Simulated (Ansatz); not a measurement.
NbN₃:
```
CELL_PARAMETERS angstrom
      4.11050     0.00000     0.00000
      0.00000     4.11050     0.00000
      0.00000     0.00000     4.11050
ATOMIC_POSITIONS crystal
  Nb 0.00000 0.00000 0.00000
  N  0.00000 0.50000 0.00000
  N  0.50000 0.00000 0.00000
  N  0.00000 0.00000 0.50000
```
The run is spin-polarised; directions of the spins, atom by atom: ↓ ↑ ↑ ↑.

Relaxed with r²SCAN.

Q: Tabulate the valence density and the electron localisation function along the shortest Nb–N contact (2.06 Å), r²SCAN in the plane-wave PAW code Ansatz.

A: 

| distance from Nb (Å) | density (e/Å³) | ELF |
|---|---|---|
| 0.21 | 4.89 | 0.27 |
| 0.31 | 5.17 | 0.50 |
| 0.41 | 4.99 | 0.68 |
| 0.51 | 4.30 | 0.76 |
| 0.62 | 3.31 | 0.75 |
| 0.72 | 2.30 | 0.66 |
| 0.82 | 1.51 | 0.48 |
| 0.92 | 1.02 | 0.32 |
| 1.03 | 0.81 | 0.27 |
| 1.13 | 0.82 | 0.41 |
| 1.23 | 0.98 | 0.66 |
| 1.34 | 1.28 | 0.82 |
| 1.44 | 1.77 | 0.87 |
| 1.54 | 2.48 | 0.85 |
| 1.64 | 3.24 | 0.77 |
| 1.75 | 3.75 | 0.56 |
| 1.85 | 3.78 | 0.28 |

The density is the valence pseudo-density with augmentation charge, so density and ELF within about 1 Å of a nucleus are not all-electron values.

Space group Pm-3m (ReO3 type). The start of the workflow was typed in or built on a structure type; neither database checked (COD, Materials Project) lists it. Whether it is the stable phase at ambient conditions was not checked. The r²SCAN relaxation kept the symmetry of its start, as lowered by the spin order; its stability against distortions is not shown here. Spin order of the final state: ferrimagnetic, chosen from 5 collinear starts compared on coarse meshes (ties went to the first, and starts can fall back to one state), not a proven ground state. Its formation energy is positive at this level, so the cell may be metastable or incomplete. Other orbital occupations within this spin state were not tried. No Hubbard U is applied.

Potentials: the earlier of the program's two PAW sets.
